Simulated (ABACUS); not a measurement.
Energy against volume for Hf2Si (I4/mcm, 6 atoms in the cell; from Materials Project mp-9938): the cell is scaled uniformly, and the atoms keep their fractional positions.

```
Hf2Si
1.0
   -3.27535     3.27535     2.58283
    3.27535    -3.27535     2.58283
    3.27535     3.27535    -2.58283
Hf Si
4 2
Direct
  0.84351   0.65649   0.50000
  0.15649   0.34351   0.50000
  0.65649   0.15649   0.81298
  0.34351   0.84351   0.18702
  0.75000   0.75000   0.00000
  0.25000   0.25000   0.00000
```

Method: PBEsol, PseudoDojo 0.4 standard norm-conserving PBEsol (tails mended) pseudopotentials (plane waves; ABACUS 3.10.1).

Held fixed: KPT = Gamma 5 5 5 0 0 0; basis_type = pw; ecutwfc = 58 Ry; smearing_method = mv; smearing_sigma = 0.0199916 Ry; potentials = PseudoDojo 0.4 standard norm-conserving PBEsol (tails mended); symmetry = 1; symmetry_prec = 1e-05; ks_solver = cg; scf_nmax = 100; scf_thr = 1.0e-09 Ry; mixing_type = broyden.

The structure comes from a collection of computed structures, made at another level of theory; the collection holds predicted forms beside known ones. No clean gap shows at this smearing width and mesh (spacing up to 0.31 Å⁻¹); the mesh is coarse for partly filled bands, so the values carry mesh errors.

```csv
V (Å³/atom),V/V(base),"ΔF (meV/atom, from the lowest row)",pressure (GPa)
17.364,0.940,18.9,7.64
17.733,0.960,5.5,4.03
18.103,0.980,0.0,0.77
18.287,0.990,0.0,-0.75
18.472,1.000,1.7,-2.19
18.657,1.010,5.0,-3.57
18.842,1.020,9.9,-4.87
19.211,1.040,23.9,-7.30
19.581,1.060,43.3,-9.50
```

Problem. Estimate the equilibrium volume and the bulk modulus from these points.

Solution. A third-order Birch-Murnaghan fit gives V0 = 18.20 Å³/atom and B0 = 149 GPa (largest residual 0.00 meV/atom). V0 and B0 belong to these fixed fractional positions and this cell shape; relaxing them, where they are free, usually lowers B0.

“Tails mended”: in these copies of the files the far tail of each local potential was reset to the Coulomb form.
